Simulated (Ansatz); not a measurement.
Level of theory: Ansatz, DFT, r2SCAN, plane waves (500 eV) with PAW, scalar-relativistic. The PAW files were generated under PBE, with cores re-solved for the functional.

An element in the dhcp structure gives this curve. The cell is scaled uniformly from the relaxed one, with fractional coordinates and shape fixed. Energies are extrapolated to zero smearing, pressures are those at the given smearing. Magnetic state: spin not included.

```tsv
V (Å³/atom)	E − E₀ (meV/atom)	P (GPa)
19.015	70.5	9.90
19.880	29.0	5.76
20.744	7.0	2.59
21.608	0.0	0.16
22.473	4.4	-1.69
23.337	17.4	-3.10
24.201	37.0	-4.15
```

**Question.** Which element is it?
A. magnesium
B. germanium
C. niobium
D. cadmium

**Answer.** D. Its fit is V₀ = 21.67 Å³/atom, B₀ = 52 GPa, B₀′ = 5.8.
